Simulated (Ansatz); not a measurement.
TiSi:
```yaml
crystal:
  lattice:
    - [3.07849, 0.00000, 0.00000]
    - [0.00000, 3.07849, 0.00000]
    - [0.00000, 0.00000, 3.07849]
  atoms:
    - { symbol: Ti, position: [0.00000, 0.00000, 0.00000] }
    - { symbol: Si, position: [0.50000, 0.50000, 0.50000] }
```

Relaxed with PBEsol.

Question: Decompose the optical modes at the zone centre into irreducible representations, and say which are infrared and Raman allowed.

Answer: Point group m-3m: Γ_opt = T1u. Infrared: T1u. Raman: none.

Question: Assign frequencies (DFPT, plane-wave PAW PBEsol (Ansatz code)).

Answer: T1u 283 cm⁻¹.

Space group Pm-3m (CsCl type). The cell is a constructed one: a structure type filled with these elements; neither database checked (COD, Materials Project) lists it. COD files the formula under space group No. 25. Whether it is the stable phase at ambient conditions was not checked. The PBEsol relaxation kept the symmetry of its start. At this level the phase is mechanically unstable. The run is not spin-polarised. As this level gives no gap, phonon frequencies hold no LO–TO term and depend on the k-mesh and smearing (Fermi–Dirac, 0.1 eV here).

Potentials: the earlier of the program's two PAW sets. The files were generated under PBE; for other functionals the program regenerates the frozen cores, and for LDA and PBEsol the local potential too.
